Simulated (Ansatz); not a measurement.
Y₂N:
```yaml
crystal:
  lattice:
    - [4.55568, 0.00000, 0.00000]
    - [0.00000, 4.55568, 0.00000]
    - [0.00000, 0.00000, 7.06141]
  atoms:
    - { symbol: Y, position: [0.00000, 0.00000, 0.00000] }
    - { symbol: Y, position: [0.50000, 0.50000, 0.00000] }
    - { symbol: Y, position: [0.50000, 0.00000, 0.60163] }
    - { symbol: Y, position: [0.00000, 0.50000, 0.39837] }
    - { symbol: N, position: [0.50000, 0.00000, 0.90791] }
    - { symbol: N, position: [0.00000, 0.50000, 0.09209] }
```

Relaxed with r²SCAN+D4. Special points in fractions of this cell's reciprocal vectors: Γ (0.000, 0.000, 0.000); X (0.000, 0.500, 0.000); M (0.500, 0.500, 0.000); Z (0.000, 0.000, 0.500); R (0.000, 0.500, 0.500); A (0.500, 0.500, 0.500).

Q: List the band energies nearest the Fermi level at these points for r²SCAN+D4 in the plane-wave PAW code Ansatz.

A: In eV from the Fermi level; about four levels below and three above (degenerate sets whole), none deeper than 8.9 eV; points with the same levels are listed once.

| k | below | above |
|---|---|---|
| Γ | -2.83 -2.83 -0.97 -0.67 -0.16 | 1.71 2.45 2.77 2.77 |
| X | -1.51 -1.51 -0.03 -0.03 | 0.88 0.88 2.73 2.73 |
| M | -3.14 -3.14 -0.70 -0.70 | 0.09 0.09 1.23 1.23 |
| Z | -2.37 -1.52 -0.68 -0.11 | 1.55 1.58 2.70 2.70 |
| R | -1.16 -1.16 -0.06 -0.06 | 1.05 1.05 2.36 2.36 |
| A | -3.44 -3.44 -0.07 -0.07 | 0.34 0.34 0.49 0.49 |

Space group P4/nmm. The cell is a constructed one: a structure type filled with these elements; neither database checked (COD, Materials Project) lists it. Its standing as an ambient phase is unchecked. The cell was relaxed with r²SCAN+D4 under the symmetry of its start; whether a distortion lowers the energy is not shown. No spin polarisation was allowed. Scalar-relativistic: spin–orbit coupling is off unless named, which matters more the heavier the elements.

Potentials: the earlier of the program's two PAW sets.
